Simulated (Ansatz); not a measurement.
Pd:
```yaml
crystal:
  lattice:
    - [2.58800, 0.00000, 0.00000]
    - [0.00000, 2.58800, 0.00000]
    - [0.00000, 0.00000, 2.58800]
  atoms:
    - { symbol: Pd, position: [0.00000, 0.00000, 0.00000] }
```

Relaxed with r²SCAN. Special points in fractions of this cell's reciprocal vectors: Γ (0.000, 0.000, 0.000); X (0.000, 0.500, 0.000); M (0.500, 0.500, 0.000); R (0.500, 0.500, 0.500).

Problem. List the band energies nearest the Fermi level at these points for DFT-r²SCAN with spin–orbit coupling in the program Ansatz with PAW potentials.

Solution. In eV from the Fermi level; about four levels below and three above (degenerate sets whole), none deeper than 8.9 eV; … stands for higher levels left out; points with the same levels are listed once.

```
k                                below                above
-  -----------------------------------  -------------------
Γ              -0.15 -0.15 -0.15 -0.15          0.19 0.19 …
X              -1.77 -1.77 -1.59 -1.59  0.13 0.13 0.68 0.68
M              -1.46 -1.46 -1.28 -1.28  1.28 1.28 5.79 5.79
R  -4.20 -4.20 -4.20 -4.20 -3.97 -3.97  1.38 1.38 1.38 1.38
```

Space group Pm-3m (simple cubic). The cell is a constructed one: a structure type filled with these elements; neither database checked (COD, Materials Project) lists it. It is not the phase usual at ambient conditions (space group No. 225). The cell was relaxed with r²SCAN under the symmetry of its start. At this level the phase is mechanically unstable. The run is not spin-polarised.

Potentials: the later of the program's two PAW sets.
